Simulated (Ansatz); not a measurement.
Pt (fcc (Cu type), Fm-3m) at seven volumes, plane-wave PAW PBE (Ansatz code), scaled uniformly. One row is withheld.

```tsv
V (Å³/atom)	P (GPa)
14.234	30.24
14.703	18.18
15.172	8.22
15.642	0.00
16.111	-6.77
16.580	?
17.049	-16.85
```

Problem. Fit the shown pressures and predict the withheld one.

Solution. Third-order Birch–Murnaghan: P = (3/2)B₀(x^(7/2) − x^(5/2))[1 + (3/4)(B′ − 4)(x − 1)] with x = (V₀/V)^(2/3). Least squares on the six rows gives V₀ = 15.642 Å³/atom, B₀ = 247.8 GPa, B′ = 5.47. At V = 16.580, x = 0.9619 and P = -12.31 GPa. The run itself gave -12.32 GPa.

The PBE relaxation kept the symmetry of its start. No spin polarisation was allowed. Scalar-relativistic: spin–orbit coupling is off unless named, which matters more the heavier the elements.

Potentials: the earlier of the program's two PAW sets.
